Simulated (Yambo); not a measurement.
G0W0@PBEsol for CdCl2 (space group R-3m, No. 166) in Yambo. Reference settings: 4×4×4 Γ-centred k mesh, bands 5 to 147 and a 8 Ry block in the screening, 147 bands in G with the Bruneval-Gonze terminator, plasmon pole fitted at 27.2 eV. The PBEsol gap F → Γ on this mesh is 3.44 eV; G0W0 gaps are taken between the same points.

The settings were changed. The gap went from 5.72 eV to 5.71 eV, and the shift of the valence edge from -1.53 eV to -1.18 eV.

Problem. Name the change that produced these shifts.
A) 35 bands in W, 35 bands in G, 3 Ry block
B) 35 bands in W, 35 bands in G, 2 Ry block
C) 56 bands in W, 56 bands in G, 2 Ry block
D) 2×2×2 mesh

Solution. C, 56 bands in W, 56 bands in G, 2 Ry block. The others gave (gap, valence shift): 2×2×2 mesh: 5.64, -1.35 eV; 35 bands in W, 35 bands in G, 2 Ry block: 5.95, -1.13 eV; 35 bands in W, 35 bands in G, 3 Ry block: 5.94, -1.12 eV.

Spin-orbit coupling is not included.

Geometry of the Materials Project entry, not relaxed at this level; primitive cell a = 6.4992 Å, b = 6.4992 Å, c = 6.4992 Å, α = 34.52°, β = 34.52°, γ = 34.52°.

A shift is the quasiparticle energy of the state minus its PBEsol energy.

The distance between layers or molecules is the database entry's, not relaxed here. Functionals without dispersion can leave it too large, which widens gaps and weakens the response across layers: the numbers belong to this cell.
